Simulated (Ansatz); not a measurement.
ScAl₃:
```cif
data_Al6Sc2
_chemical_formula_sum 'Sc2 Al6'
_space_group_name_H-M_alt 'I4/mmm'
_space_group_IT_number 139
_space_group_name_Hall '-I 4 2'
_cell_length_a 3.99126
_cell_length_b 3.99126
_cell_length_c 8.73903
_cell_angle_alpha 90.000
_cell_angle_beta 90.000
_cell_angle_gamma 90.000
loop_
_atom_site_label
_atom_site_type_symbol
_atom_site_symmetry_multiplicity
_atom_site_Wyckoff_symbol
_atom_site_fract_x
_atom_site_fract_y
_atom_site_fract_z
_atom_site_occupancy
Sc1 Sc 2 a 0.00000 0.00000 0.00000 1
Al1 Al 4 d 0.00000 0.50000 0.25000 1
Al2 Al 2 b 0.00000 0.00000 0.50000 1
```
(The calculation used a cell of 4 atoms; values per cell refer to that cell.)

Relaxed at zero pressure with DFT-PBEsol in the program Ansatz with PAW potentials.

Q: The volume is lowered by 6 % and shape and atoms relax at that volume. What pressure results, and how do the axes share the change?

A: 6.1 GPa; a -1.9 %, b -1.9 %, c -2.3 %; the energy rises by 19 meV/atom.

Q: Give the new structure.

A: 
Space group I4/mmm (No. 139); a = 3.914 Å, b = 3.914 Å, c = 8.541 Å, α = 90.00°, β = 90.00°, γ = 90.00°

| atom | site | symmetry | x | y | z |
|---|---|---|---|---|---|
| Sc | 2a | 4/mmm | 0.0000 | 0.0000 | 0.0000 |
| Al | 4d | -4m2 | 0.0000 | 0.5000 | 0.2500 |
| Al | 2b | 4/mmm | 0.0000 | 0.0000 | 0.5000 |

The phase is kept; no other phase was compared at this pressure.

The first step of the workflow began from a Materials Project structure, measured or hypothetical; the Crystallography Open Database copy checked does not list it. Whether it is the stable phase at ambient conditions was not checked. The PBEsol relaxation kept the symmetry of its start; its stability against distortions is not shown here. The run is not spin-polarised. Axis ratios of metals converge slowly with the k-mesh, so a and c are less sure than the volume.

Potentials: the later of the program's two PAW sets.
